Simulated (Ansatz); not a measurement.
Independent-particle absorption of NaMgF3 (Pm-3m, a = 3.907 Å, b = 3.907 Å, c = 3.907 Å, α = 90.00°, β = 90.00°, γ = 90.00°), no local fields or excitons, 0.1 eV broadening. The calculation used DFT PBEsol, scalar-relativistic, plane waves, PAW (Ansatz).

Plane waves to 420 eV, a k mesh through Γ of 6×6×6 on the computed 5-atom cell and Gaussian smearing (0.02 eV); no spin polarisation. The spectrum is summed on a 9×9×9 mesh.

```xyz
5
Lattice="3.9067 0.0000 0.0000 0.0000 3.9067 0.0000 0.0000 0.0000 3.9067" Properties=species:S:1:pos:R:3 pbc="T T T"
Na    0.0000    0.0000    0.0000
Mg    1.9533    1.9533    1.9533
F     1.9533    1.9533    0.0000
F     0.0000    1.9533    1.9533
F     1.9533    0.0000    1.9533
```

```csv
photon energy (eV),"ε2,xx"
0.0,0.00
0.4,0.00
0.8,0.00
1.2,0.00
1.6,0.00
2.0,0.00
2.4,0.00
2.8,0.00
3.2,0.00
3.6,0.00
4.0,0.00
4.4,0.00
4.8,0.00
5.2,0.00
5.6,0.00
6.0,0.00
6.4,0.03
6.8,0.38
7.2,0.53
7.6,0.61
8.0,0.67
8.4,0.71
8.8,0.75
9.2,0.78
9.6,0.78
10.0,0.79
10.4,0.78
10.8,0.72
11.2,0.90
11.6,1.04
12.0,1.33
12.4,1.29
12.8,1.07
13.2,0.93
13.6,0.98
14.0,1.01
```

The strongest peak lies near 12.0 eV. ε∞ (xx, yy, zz) = 2.0, 2.0, 2.0.

Symmetry holds off the tilts and polar distortions that many cubic perovskites undergo.

Cost: 1 run of about 0.48 core-minutes, on Arm Neoverse V2 (shared hosts).